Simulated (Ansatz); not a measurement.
AlPt:
Space group P2₁3 (No. 198); a = 4.878 Å, b = 4.878 Å, c = 4.878 Å, α = 90.00°, β = 90.00°, γ = 90.00°

| atom | site | symmetry | x | y | z |
|---|---|---|---|---|---|
| Al | 4a | .3. | 0.8441 | 0.8441 | 0.8441 |
| Pt | 4a | .3. | 0.1549 | 0.1549 | 0.1549 |

Relaxed with r²SCAN.

Which orbitals make up the states near the Fermi level in the program Ansatz at the r²SCAN level (PAW)?

Within 0.5 eV of the Fermi level: Al 3p 42 %, Pt 5d 38 %, Al 3s 9 %, outside the projected shells 6 %. Projections are on Löwdin-orthogonalised atomic valence shells; empty p or d shells of many metals are not among them.

Tabulate the density of states.

States/eV per cell of 8 atoms, in 0.25 eV bins, energy from the Fermi level.

```csv
E (eV),total,Pt 5d,Al 3p,Al 3s
-7.85,2.88,0.82,0.86,0.81
-7.60,3.57,1.30,1.00,0.86
-7.35,3.60,1.65,0.84,0.80
-7.10,4.73,2.67,0.76,0.94
-6.85,2.00,1.22,0.27,0.39
-6.60,3.19,1.65,0.80,0.43
-6.35,6.49,3.88,1.49,0.50
-6.10,4.84,3.12,1.07,0.25
-5.85,5.42,3.64,1.08,0.25
-5.60,6.24,4.71,1.02,0.19
-5.35,5.97,4.74,0.94,0.12
-5.10,13.87,11.81,1.43,0.21
-4.85,13.67,11.87,1.20,0.25
-4.60,5.66,4.83,0.58,0.10
-4.35,6.50,5.43,0.77,0.12
-4.10,9.97,8.34,1.26,0.14
-3.85,9.20,7.87,0.97,0.14
-3.60,9.55,8.03,1.10,0.13
-3.35,9.41,8.05,0.90,0.22
-3.10,9.59,8.41,0.76,0.20
-2.85,10.39,8.89,0.96,0.26
-2.60,9.64,8.16,0.96,0.21
-2.35,7.20,5.87,0.83,0.16
-2.10,3.52,2.79,0.42,0.12
-1.85,4.78,3.74,0.63,0.14
-1.60,3.16,2.02,0.76,0.14
-1.35,2.37,1.42,0.65,0.09
-1.10,3.19,1.79,0.90,0.18
-0.85,3.24,1.59,1.08,0.24
-0.60,3.37,1.46,1.25,0.26
-0.35,3.60,1.29,1.55,0.31
-0.10,1.74,0.61,0.79,0.13
0.15,0.59,0.27,0.23,0.05
0.40,0.55,0.27,0.17,0.06
0.65,0.74,0.34,0.26,0.09
0.90,1.08,0.44,0.43,0.12
1.15,2.30,0.81,0.99,0.18
1.40,2.86,0.93,1.25,0.25
1.65,1.78,0.54,0.76,0.21
1.90,1.48,0.42,0.60,0.19
2.15,1.46,0.38,0.54,0.20
2.40,2.21,0.49,0.64,0.27
2.65,0.50,0.10,0.14,0.05
2.90,1.89,0.39,0.57,0.29
3.15,3.75,0.70,1.06,0.71
3.40,4.02,0.72,1.20,0.86
3.65,3.13,0.50,0.94,0.68
3.90,4.28,0.64,1.39,1.08
4.15,4.08,0.55,1.41,1.03
4.40,4.17,0.50,1.51,1.02
4.65,3.29,0.35,1.22,0.76
```

Space group P2_13. The first step of the workflow began from a Materials Project structure, measured or hypothetical; the Crystallography Open Database copy checked does not list it. With Al and Pt taken as one species the cell has the higher symmetry Pa-3, so it may be an ordered model of a mixed-site phase. Whether it is the stable phase at ambient conditions was not checked. The cell was relaxed with r²SCAN under the symmetry of its start; whether a distortion lowers the energy is not shown. No spin polarisation was allowed. Spin–orbit coupling is left out wherever it is not named.

Potentials: the earlier of the program's two PAW sets.
